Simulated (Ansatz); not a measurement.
Relaxation of a randomly generated symmetric cell of MnSi (space group No. 123); 2 atoms in the cell, which starts as P4/mmm (No. 123), tP2; a = b = 3.562 Å, c = 2.347 Å, α = β = γ = 90.00°. Method: r2SCAN (plane waves to 500 eV, PAW, scalar-relativistic; Ansatz, a quantum-chemistry and plane-wave program). Γ-centred k-mesh 7×7×10 on the run's cell (coarser than for final values), Fermi–Dirac smearing 0.05 eV. This is the first round of the run. Spin-polarised start, with parallel moments on Mn.

The optimiser's lines from the output (shortened; P is positive under compression):

```
relax step   1: F+E_penalty+E_count = -4541.87169742 eV  Δ(F+E_penalty+E_count) = +0.000e0 eV  max|allowed force component| = 6.903e-31 eV/Å  Δτ_max = 0.0000 Å  P = +8.047 GPa  Ω = 29.789 Å³  (15 SCF iters, dr2 threshold 1.00e-7 eV, accepted)
relax step   2: F+E_penalty+E_count = -4542.08421656 eV  Δ(F+E_penalty+E_count) = -2.125e-1 eV  max|allowed force component| = 8.260e-30 eV/Å  Δτ_max = 0.0000 Å  P = +3.899 GPa  Ω = 30.541 Å³  (10 SCF iters, dr2 threshold 2.00e-7 eV, accepted)
relax step   3: F+E_penalty+E_count = -4542.21837325 eV  Δ(F+E_penalty+E_count) = -1.342e-1 eV  max|allowed force component| = 9.861e-32 eV/Å  Δτ_max = 0.0000 Å  P = +1.327 GPa  Ω = 30.865 Å³  (12 SCF iters, dr2 threshold 2.00e-7 eV, accepted)
relax step   4: F+E_penalty+E_count = -4542.23780870 eV  Δ(F+E_penalty+E_count) = -1.944e-2 eV  max|allowed force component| = 6.409e-30 eV/Å  Δτ_max = 0.0000 Å  P = +4.540 GPa  Ω = 29.970 Å³  (11 SCF iters, dr2 threshold 2.00e-7 eV, accepted)
relax step   5: F+E_penalty+E_count = -4542.26092614 eV  Δ(F+E_penalty+E_count) = -2.312e-2 eV  max|allowed force component| = 6.212e-30 eV/Å  Δτ_max = 0.0000 Å  P = -0.143 GPa  Ω = 31.399 Å³  (10 SCF iters, dr2 threshold 2.00e-7 eV, accepted)
relax step   6: F+E_penalty+E_count = -4542.26103771 eV  Δ(F+E_penalty+E_count) = -1.116e-4 eV  max|allowed force component| = 6.311e-30 eV/Å  Δτ_max = 0.0000 Å  P = +0.012 GPa  Ω = 31.354 Å³  (8 SCF iters, dr2 threshold 2.00e-7 eV, accepted)
relax step   7: F+E_penalty+E_count = -4542.26103763 eV  Δ(F+E_penalty+E_count) = +8.382e-8 eV  max|allowed force component| = 6.409e-30 eV/Å  Δτ_max = 0.0000 Å  P = +0.006 GPa  Ω = 31.358 Å³  (7 SCF iters, dr2 threshold 6.34e-9 eV, accepted)
relax step   8: F+E_penalty+E_count = -4542.26269849 eV  Δ(F+E_penalty+E_count) = -1.661e-3 eV  max|allowed force component| = 6.311e-30 eV/Å  Δτ_max = 0.0000 Å  P = +0.034 GPa  Ω = 31.358 Å³  stress off target by 1.06e-1 GPa  SCF on the basis re-selected at this cell (its energy is not comparable with the rows above)  (13 SCF iters)
relax step   9: F+E_penalty+E_count = -4542.26269842 eV  Δ(F+E_penalty+E_count) = +6.669e-8 eV  max|allowed force component| = 9.861e-32 eV/Å  Δτ_max = 0.0000 Å  P = -0.001 GPa  Ω = 31.374 Å³  (7 SCF iters, dr2 threshold 2.83e-8 eV, accepted)
relax step  10: F+E_penalty+E_count = -4542.26270359 eV  Δ(F+E_penalty+E_count) = -5.168e-6 eV  max|allowed force component| = 6.212e-30 eV/Å  Δτ_max = 0.0000 Å  P = -0.001 GPa  Ω = 31.374 Å³  stress off target by 2.40e-3 GPa  SCF on the basis re-selected at this cell (its energy is not comparable with the rows above)  (9 SCF iters)
```

From the first to the last row the energy changes by -0.20 eV/atom and the volume by +5.3 %. The last row is marked as not comparable with the walk above it, whose basis was carried along; it does compare with step 1, since both stand on a basis selected at the nominal cutoff for their own cell.

Later rounds, restarted from the end of this one on a renewed k-mesh, logged 8 more steps and released under 0.01 eV/atom more. The final structure after all rounds: P4/mmm (No. 123), tP2; a = b = 3.417 Å, c = 2.682 Å, α = β = γ = 90.00°. Between re-selections the logged energies stand on a plane-wave basis carried along with the cell. Spin state reached: ferromagnetic (net 1.51 μB/atom), from parallel starting moments; other spin orders were not run from this start. r2SCAN tends to overstate moments in metals.

The run could not lose the symmetry of its start: the end is stationary, and may be a saddle point rather than a minimum.

All atoms sit on sites fixed by symmetry, so only the cell could relax.

The relaxed structure here is a generated cell of MnSi: the first start was made by a random draw of sites in a space group, and the end was not matched to a known phase here, so it may be hypothetical. Known forms of MnSi include space group No. 198.
